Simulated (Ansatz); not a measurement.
Cs2CaBr4 in space group I4/mmm (No. 139; Cs on 4e, Ca on 2a, Br on 4e, Br on 4c), r²SCAN in the plane-wave PAW code Ansatz. The conduction-band minimum lies at Γ, with 1 equivalent valley. Second derivatives d²E/dk² of the lowest band at one valley (eV·Å²), along Cartesian directions:

| direction | d²E/dk² |
|---|---|
| [100] | 20.32 |
| [010] | 20.32 |
| [001] | 19.13 |
| [110] | 20.31 |
| [101] | 19.72 |
| [011] | 19.72 |

Q: Find the principal effective masses, the density-of-states mass and the conductivity mass.

A: Off-diagonal terms follow from H_xy = H[110] − (H_xx + H_yy)/2, and m*/mₑ = 7.620 eV·Å² over each eigenvalue: 0.37, 0.38, 0.40. One valley's DOS mass (m₁m₂m₃)^(1/3) = 0.38, conductivity mass 3/(Σ 1/mᵢ) = 0.38 mₑ.

Q: What effective density of states Nc follows at 300 K for parabolic valleys?

A: Nc = 2.509e19 × 1 × (0.38)^(3/2) ≈ 5.9e18 cm⁻³.

The first step of the workflow began from a Materials Project structure, measured or hypothetical; the Crystallography Open Database copy checked does not list it. Its standing as an ambient phase is unchecked. Symmetry was held in the r²SCAN relaxation; whether a distortion lowers the energy is not shown. Spin–orbit coupling is left out wherever it is not named.

Potentials: the later of the program's two PAW sets.

Edges and masses are those of Kohn–Sham bands, whose gap is no quasiparticle gap.
